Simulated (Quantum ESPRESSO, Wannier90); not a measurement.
Tight-binding from DFT: TaN (P-6m2)

```xyz
2
Lattice="2.9399 0.0000 0.0000 -1.4700 2.5461 0.0000 0.0000 0.0000 2.8902" Properties=species:S:1:pos:R:3 pbc="T T T"
Ta     0.0000     0.0000     1.4451
N     -1.4700     0.8487     0.0000
```

Cell from Materials Project (mp-1459), symmetrised, no further relaxation. COD (Crystallography Open Database) has the formula in 5 space groups, this one among them (matched by group alone). Level: PBEsol, spinors with spin-orbit coupling; pw.x of Quantum ESPRESSO at 68 Ry with PseudoDojo potentials, 12×12×6 k-points, Wannier90. Density: 12×12×10 mesh, cold smearing 0.01 Ry.

Base run: 16 functions from bands 11-44 of the 44 computed, start hydrogen-like Ta: d; N: p, centres 0.05 Å off the atoms, frozen window up to 1.50 eV relative to the Fermi level, outer window open. Rows change the key named; with other orbitals the number of functions and the frozen window follow, as listed; window edges are relative to the Fermi level. The misfit compares interpolated bands with pw.x on a high-symmetry path, for states up to 1.0 eV relative to the Fermi level. Converged means that the tolerances were met: symmetric starts can stop on a saddle, which shows as a larger Ω_OD at equal Ω_I and can move the misfit too.

| setting | functions | frozen to (eV) | Ω_I (Å²) | Ω_D (Å²) | Ω_OD (Å²) | rms misfit (meV) | worst (meV) | ended |
|---|---|---|---|---|---|---|---|---|
| base | 16 | 1.50 | 18.76 | 0.03 | 0.83 | 4.3 | 48 | converged |

Q: Starting from this base row, predict which settings stop with an error, and how Ω_I and the misfit move in the others: only the lowest 18 of the kept bands; only the lowest 25 of the kept bands; only the lowest 29 of the kept bands; dis_num_iter = 20.

A: 
```tsv
setting	functions	frozen to (eV)	Ω_I (Å²)	Ω_D (Å²)	Ω_OD (Å²)	rms misfit (meV)	worst (meV)	ended
only the lowest 18 of the kept bands	16	1.50	21.36	0.08	1.35	1.3	8.3	converged
only the lowest 25 of the kept bands	16	1.50	19.57	0.05	0.91	3.1	40	converged
only the lowest 29 of the kept bands	16	1.50	19.07	0.03	0.86	3.3	34	converged
dis_num_iter = 20	16	1.50	18.96	0.04	0.82	6.5	72	step limit
```
